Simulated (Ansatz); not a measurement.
Put CuRu4 in P6/mmm (No. 191): Cu on 1b; Ru on 3g and 1a.

These are results of DFT PBE, scalar-relativistic, plane waves, PAW (Ansatz 0.2.0), not measurements. Cutoff 420 eV, Γ-centred mesh, Gaussian smearing, collinear spin.

The zero of energy is the elements' standard structures at the same level; no fitted shifts are applied.

Task: Which cell and coordinates does it relax to?

Result:

Space group P6/mmm (No. 191). a = 4.973 Å, b = 4.973 Å, c = 4.530 Å, α = 90.00°, β = 90.00°, γ = 120.00°
| atom | site | symmetry | x | y | z |
| --- | --- | --- | --- | --- | --- |
| Cu | 1b | 6/mmm | 0.0000 | 0.0000 | 0.5000 |
| Ru | 3g | mmm | 0.5000 | 0.0000 | 0.5000 |
| Ru | 1a | 6/mmm | 0.0000 | 0.0000 | 0.0000 |

Cu has 2 Ru at 2.26 Å and 6 Ru at 2.49 Å; around Ru on a site of symmetry mmm lie 2 Cu at 2.49 Å and 4 Ru at 2.49 Å; Ru on a site of symmetry 6/mmm is surrounded by 2 Cu at 2.26 Å. Another local minimum with the same sites may exist.

Task: Where does its energy lie, and is it a metal?

Result: The formation energy is +1.73 eV/atom and the gap on the 12×12×8 mesh of the 5-atom cell is 0 eV (a metal). The net moment per atom is 0.55 μB and the moment by site is Cu 0.2; Ru 0.2 (×3), 1.5 μB. It can't be a ground state, since the elements alone are lower.

The last run used collinear spin and Gaussian smearing of 0.10 eV. Another magnetic order may lie lower. Symmetry constrained the relaxation, so the result can be a saddle point. Another cell of CuRu4 relaxed alike but without spin, in P-3m1, lies 1.63 eV/atom lower, so this cell isn't the stable form at this level. Site moments count only spheres around the atoms; the net moment includes the space between them.
